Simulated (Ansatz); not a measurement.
The guess for Ti2Cl was proposed by analogy with related compounds (P-3m1, No. 164). Its size is a guess.

```
Ti Cl
1.0
     3.05000    0.00000    0.00000
    -1.52500    2.64138    0.00000
     0.00000    0.00000   13.60000
Ti Cl
4 2
Direct
  0.00000 0.00000 0.73500
  0.00000 0.00000 0.26500
  0.33333 0.66667 0.08800
  0.66667 0.33333 0.91200
  0.33333 0.66667 0.61000
  0.66667 0.33333 0.39000
```

Computed with Ansatz, DFT PBE, scalar-relativistic, plane waves, PAW. Cutoff 420 eV, Gaussian smearing, Γ-centred meshes. Cell and atoms relax first on a coarse mesh, the cell is then made exact in the group found at 0.06 to 0.08 Å, and last on a converged mesh; the steps can't lower the symmetry of their start. Collinear spin, starting moments Ti 1.0 (×4) μB; the moments died out early, so the last step has no spin.

A guess keeps its type if space group and coordination stay and the shape of the cell changes little (axis ratios within about 15 %, angles within 6°); the volume may change.

Question: Does this structure survive the relaxation?

Answer: It keeps its type. The symmetry stays P-3m1 (No. 164). The volume per atom grows by 9.6 %, from 18.3 to 20.0 Å³. The shortest distance stays 2.45 Å (Ti–Cl). The ratio c/a of the conventional cell changes by a factor of 1.04. Counting neighbours within 15 % of an atom's shortest distance, the start has Cl 3, Ti 3/12 and the end Cl 3, Ti 3/12.

Formation energies are uncorrected and refer to the elements' standard structures at the same level (Cl₂ as a molecule).

Question: At what energy does it end?

Answer: −0.73 eV/atom.

The last run used a 12×12×4 mesh (in the run's order of axes) for its 6-atom cell and Gaussian smearing of 0.10 eV. Weakly bound directions are ill-defined at this level, which has no dispersion term. A structure relaxed within its symmetry needn't be a true minimum. Another cell of the same search, in R-3m, lies 26 meV/atom lower, so this cell isn't the stable form at this level.

In counts of neighbours, a slash parts the counts of unlike sites.
